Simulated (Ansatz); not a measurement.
input.yaml (Ansatz)

```yaml
crystal:
  lattice:
    - [2.9333990087, 0.0, 0.0]
    - [-1.4666995043, 2.540398061, 0.0]
    - [0.0, 0.0, 9.8872795742]
  atoms:
    - { symbol: As, position: [0.0, 0.0, 1.0] }
    - { symbol: As, position: [0.0, 0.0, 0.5] }
    - { symbol: As, position: [0.3333333333, 0.6666666667, 0.25] }
    - { symbol: As, position: [0.6666666667, 0.3333333333, 0.75] }
hamiltonian:
  xc: pbesol
  pseudopotentials:
    kind: paw
    azcp:
      As: "pseudopotentials/As.paw.azcp"
basis:
  ecutwfc: 420
  fft_grid_basis: typed
kpoints:
  mp_grid: { grid: [14, 14, 4], shift: [0, 0, 0] }
magnetization:
  spin_polarized: false
scf:
  occupations: { method: fermi_dirac, width: 0.1 }
  lower_state_search: "off"
output:
  stress: true
  write_density: true
  write_potential: true
  elf: true
  volumetric_format: npy
```

and its output:

```
Warning: the record states the generating functional pbe (its physics header spells it `PBE`), which answers neither for hamiltonian.xc's functional nor for the pbesol family's — results may be inconsistent (PPs are generated against a specific XC)
Engine: ansatz 0.2.0, aarch64-unknown-linux-gnu
Pseudopotentials: kind: paw
Pseudopotential: As, paw, valence charge 15, recommended cutoff 420 eV (normal) 
Functional definition: PBEsol
  exchange = pbesol_x
  correlation = pbesol_c
Crystal: 4 atoms, lattice volume = 73.680 Å³
Basis set: ecut = 420 eV, 1413 PW (Γ)
Bands: 36, of which v1, the nominal top of the filled ones, is band 30 counted from 1 (29 counted from 0)
Symmetry: 24 space group operations
Space group: P63/mmc (ITA 194), of the structure as read, at distance tolerance 4.2e-5 Å
k-points: 72 of 784
Non-local potential: As, projectors of the file, l = 0: 2, l = 1: 2, l = 2: 3, l = 3: 1
PAW form: soft (Blöchl's): semilocal exchange-correlation on the pseudo side does not see the compensation charge
PAW frozen core: As, regenerated for the run's functional, and the local potential with it (the file was generated under x = pbe(κ = 0.804, μ = 0.2195149727645171), c = pbe(β = 0.06672455060314922))
PAW one-centre angular grid: As, 590 points (default); XC on 64 Gauss nodes
Initial density: superposition of atomic densities (neutral atoms: chi_scale 0, normalization atom), corrected by the library's trained network
Initial wavefunctions: pseudopotential atomic-orbital guess
Functional: x = pbesol(κ = 0.804, μ = 0.12345679012345678), c = pbesol(β = 0.046)
SCF iter   1: F=—  HF=-19250.321276 eV  |F-HF|=—  |Δ(HF+E_count)|=         —  Δρ=1.98e-3  dr2=2.02e-3  ethr=1.77e-3  ⟨swp⟩=5.4  Hψ=9494  notcnv=0
SCF iter   2: F=—  HF=-19250.320398 eV  |F-HF|=—  |Δ(HF+E_count)|=   8.78e-4  Δρ=1.21e-3  dr2=8.00e-4  ethr=3.37e-6  ⟨swp⟩=2.6  Hψ=5614  notcnv=0
SCF iter   3: F=—  HF=-19250.320525 eV  |F-HF|=—  |Δ(HF+E_count)|=   1.27e-4  Δρ=3.74e-4  dr2=1.03e-4  ethr=1.33e-6  ⟨swp⟩=2.3  Hψ=4677  notcnv=0
SCF iter   4: F=—  HF=-19250.320527 eV  |F-HF|=—  |Δ(HF+E_count)|=   1.97e-6  Δρ=6.72e-5  dr2=3.18e-6  ethr=1.72e-7  ⟨swp⟩=2.1  Hψ=4660  notcnv=0
SCF iter   5: F=—  HF=-19250.320523 eV  |F-HF|=—  |Δ(HF+E_count)|=   3.94e-6  Δρ=2.94e-5  dr2=6.48e-7  ethr=5.30e-9  ⟨swp⟩=2.0  Hψ=4720  notcnv=0
SCF iter   6: F=—  HF=-19250.320522 eV  |F-HF|=—  |Δ(HF+E_count)|=   7.83e-7  Δρ=1.14e-5  dr2=6.86e-8  ethr=1.67e-10  ⟨swp⟩=6.0  Hψ=16971  notcnv=0
SCF iter   7: F=-19250.320522 eV  HF=-19250.320522 eV  |F-HF|=1.48e-9  |Δ(HF+E_count)|=   1.83e-7  Δρ=2.96e-6  dr2=6.94e-9  ethr=1.14e-10  ⟨swp⟩=7.7  Hψ=17173  notcnv=0
SCF 1 converged in 7 iterations: F = -19250.320522 eV  dr2 = 6.94e-9
SCF converged after 7 iterations
Free energy (F): -19250.320522 eV
Harris-Foulkes:  -19250.320522 eV  (|F-HF|=1.48e-9)
Internal energy: -19250.255567 eV  (E = F + TS)
E sigma→0 (E₀):  -19250.288044 eV
Entropy (-TS):   -0.064955 eV (-16.239 meV/atom)
Fermi energy:    13.034646 eV
--- Per-component energies (eV) ---
  E_band       = -797.037207
  E_kinetic    = 410.018870
  E_local      = -5694.884129  (includes V_loc(G=0)·N_el)
  E_nonlocal   = -2675.025179
  E_hartree    = 3274.742879
  E_xc         = -316.150521
  E_vxc        = -318.429793  (∫ρ·V_xc dr)
  E_paw        = -7167.285227  (= ΣΔE_a)
  E_vpaw       = 931.795922  (= ΣTr[D̂ρ^β])
  E_aug_tail   = 0.000025  (compensation charges beyond the density's cutoff)
  E_ewald      = -7085.538000
  E_core_change = 3.865715  (= ΣΔE_core)
  E_smearing   = -0.064955  (= −TS)
  E_closure    = -0.000000  (closes the sum)
  Σ components = -19250.320522   (vs F -19250.320522, Δ=0.00e0)
--- Stress (GPa, compression-positive) ---
       -0.502395       0.000000       0.000000
        0.000000      -0.502395       0.000000
        0.000000       0.000000       0.479298
  P = ⅓ Tr σ = -0.1752 GPa (-1.752 kbar)
--- Band table (eV; the first three rows and the last of 72) ---
  k-point 0: bands = ["-23.2785", "-23.2785", "-23.2769", "-23.2769", "-23.2741", "-23.2741", "-23.2735", "-23.2726", "-23.2726", "-23.2718", "-23.2665", "-23.2651", "-23.2541", "-23.2541", "-23.2459", "-23.2459", "-23.2409", "-23.2409", "-23.2325", "-23.2325", "-2.4767", "-1.0665", "-1.0529", "1.8121", "5.9125", "11.5812", "11.5870", "17.5637", "17.5637", "18.2501", "18.2501", "18.3224", "18.3224", "18.5534", "19.1856", "19.1856"]
  k-point 1: bands = ["-23.2782", "-23.2782", "-23.2770", "-23.2770", "-23.2740", "-23.2740", "-23.2733", "-23.2730", "-23.2730", "-23.2721", "-23.2663", "-23.2653", "-23.2533", "-23.2533", "-23.2480", "-23.2480", "-23.2387", "-23.2387", "-23.2333", "-23.2333", "-2.3867", "-1.6725", "-0.2971", "1.4041", "6.4995", "9.6149", "13.6891", "17.6148", "17.6148", "17.6872", "17.9939", "17.9939", "18.6023", "18.6023", "19.1062", "19.1062"]
  k-point 2: bands = ["-23.2775", "-23.2775", "-23.2775", "-23.2775", "-23.2736", "-23.2736", "-23.2736", "-23.2736", "-23.2728", "-23.2728", "-23.2657", "-23.2657", "-23.2511", "-23.2511", "-23.2511", "-23.2511", "-23.2356", "-23.2356", "-23.2356", "-23.2356", "-2.1175", "-2.1175", "0.5695", "0.5695", "7.8681", "7.8681", "15.8156", "15.8156", "17.7632", "17.7632", "17.7632", "17.7632", "18.8930", "18.8930", "18.8930", "18.8930"]
  k-point 71: bands = ["-23.2754", "-23.2754", "-23.2668", "-23.2668", "-23.2625", "-23.2625", "-23.2567", "-23.2567", "-23.2557", "-23.2557", "-23.2530", "-23.2530", "-23.2481", "-23.2481", "-23.2472", "-23.2472", "-23.2329", "-23.2329", "-23.2308", "-23.2308", "3.4349", "3.4349", "3.9157", "3.9157", "7.7627", "7.7627", "8.6864", "8.6864", "9.4258", "9.4258", "10.4224", "10.4224", "13.9326", "13.9326", "14.7072", "14.7072"]
```
